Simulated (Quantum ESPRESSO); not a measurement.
Band energies of Sr₂WZnO₆

```xyz
10
Lattice="0.0000 4.0355 4.0355 4.0355 0.0000 4.0355 4.0355 4.0355 0.0000" Properties=species:S:1:pos:R:3 pbc="T T T"
O      4.0355     4.0355     6.1257
O      4.0355     4.0355     1.9454
O      6.1257     4.0355     4.0355
O      1.9454     4.0355     4.0355
O      4.0355     6.1257     4.0355
O      4.0355     1.9454     4.0355
Zn     4.0355     4.0355     4.0355
Sr     6.0533     6.0533     6.0533
Sr     2.0178     2.0178     2.0178
W      0.0000     0.0000     0.0000
```

norm-conserving PBEsol (Quantum ESPRESSO, 84 Ry, scalar-relativistic); path ΓXWKΓLUWLK,UX; energies in eV from the valence-band maximum.

```csv
k (1/Å),point,band 41,band 42,band 43,band 44,band 45,band 46,band 47,band 48
0.00,Γ,-0.63,-0.63,-0.04,-0.04,-0.04,3.01,3.01,3.01
0.19,,-0.71,-0.61,-0.18,-0.18,-0.05,2.98,3.13,3.13
0.58,,-1.02,-1.02,-0.73,-0.73,-0.11,2.88,3.73,3.73
0.78,X,-0.93,-0.93,-0.92,-0.92,-0.12,2.86,3.85,3.85
0.78,W,-1.36,-0.94,-0.67,-0.49,-0.49,3.30,3.30,3.85
1.05,K,-1.23,-0.81,-0.77,-0.49,-0.31,3.04,3.65,3.72
1.22,,-1.28,-0.67,-0.57,-0.54,-0.12,3.17,3.43,3.56
1.55,,-0.87,-0.44,-0.30,-0.18,-0.18,3.09,3.20,3.20
1.71,,-0.69,-0.50,-0.14,-0.12,-0.08,3.03,3.06,3.09
1.88,Γ,-0.63,-0.63,-0.04,-0.04,-0.04,3.01,3.01,3.01
2.05,,-0.55,-0.55,-0.13,-0.13,-0.08,3.03,3.07,3.07
2.22,,-0.43,-0.43,-0.27,-0.27,-0.20,3.07,3.19,3.19
2.55,L,-0.77,-0.77,-0.45,0.00,0.00,3.10,3.29,3.29
2.79,,-0.80,-0.64,-0.48,-0.46,-0.15,3.15,3.38,3.48
3.03,U,-1.23,-0.81,-0.77,-0.49,-0.31,3.04,3.65,3.72
3.03,W,-1.36,-0.94,-0.67,-0.49,-0.49,3.30,3.30,3.85
3.17,,-1.10,-0.89,-0.52,-0.51,-0.47,3.28,3.30,3.78
3.44,,-0.77,-0.67,-0.47,-0.17,-0.06,3.15,3.29,3.37
3.58,L,-0.77,-0.77,-0.45,0.00,0.00,3.10,3.29,3.29
3.82,,-0.80,-0.64,-0.48,-0.46,-0.15,3.15,3.38,3.48
3.94,,-1.04,-0.74,-0.70,-0.40,-0.30,3.10,3.53,3.63
4.06,K,-1.23,-0.81,-0.77,-0.49,-0.31,3.04,3.65,3.72
4.06,U,-1.23,-0.81,-0.77,-0.49,-0.31,3.04,3.65,3.72
4.33,X,-0.93,-0.93,-0.92,-0.92,-0.12,2.86,3.85,3.85
```

The PBEsol gap is indirect, 2.86 eV, from L to X; the smallest direct gap is 2.98 eV. Another valence extremum on the path lies within 0.02 eV, too close to call.

Without spin-orbit coupling, band edges of such heavy elements can be off by tenths of an eV.

Geometry of the Materials Project entry, not relaxed at this level.
